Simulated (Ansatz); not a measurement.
Notes on a calculation: Sc (hcp)

**The experiment.** The Crystallography Open Database holds a cell as deposited of hexagonal Sc (space group P6_3/mmc), temperature not stated (1983, doi:10.1103/PhysRevB.27.7013): a, c = 3.309, 5.268 Å, 24.97 Å³/atom.

The computed numbers are results of PBEsol, scalar-relativistic (no spin polarisation) in the plane-wave PAW code Ansatz at 420 eV, Γ-centred 14×14×8 mesh, 0.05 eV Gaussian smearing; PAW files: Ansatz's generated set soft_2.

Starting cell, 0 % over the database's volume:

```
Sc
1.0
     3.31000    0.00000    0.00000
    -1.65500    2.86654    0.00000
     0.00000    0.00000    5.27614
Sc
2
Direct
  0.33333 0.66667 0.75000
  0.66667 0.33333 0.25000
```

The steps in volume:

```tsv
run	level	k-mesh	kind	V (Å³/atom)	P (GPa)	E − E(final) (meV/atom)	gap on the mesh (eV)
1	PBEsol	14×14×8	cell and atoms relaxed	23.61	0.0	0.0	metal
```

The cell is relaxed to zero pressure at this level.

The final structure (symmetry read at 0.01 Å). It takes space group P6_3/mmc (No. 194, hexagonal). Conventional cell: a = 3.274 Å, b = 3.274 Å, c = 5.085 Å, α = 90.00°, β = 90.00°, γ = 120.00°. Sc (site symmetry -6m2) has 12 Sc at 3.17 to 3.27 Å as nearest neighbours. (Shells end 15 % past the nearest neighbour.)

| atom | site | symmetry | x | y | z |
| --- | --- | --- | --- | --- | --- |
| Sc | 2d | -6m2 | 0.3333 | 0.6667 | 0.7500 |

At the final geometry the gap, band path included, is zero (metallic). 

**Comparison.** The computed cell (3.274, 5.085 Å, 23.61 Å³/atom) differs from the database's by −5.5 % in volume, about −1.9 % in length. The axes miss by −1.0 %, −3.5 %. That is a large miss for PBEsol, or the entry is off.
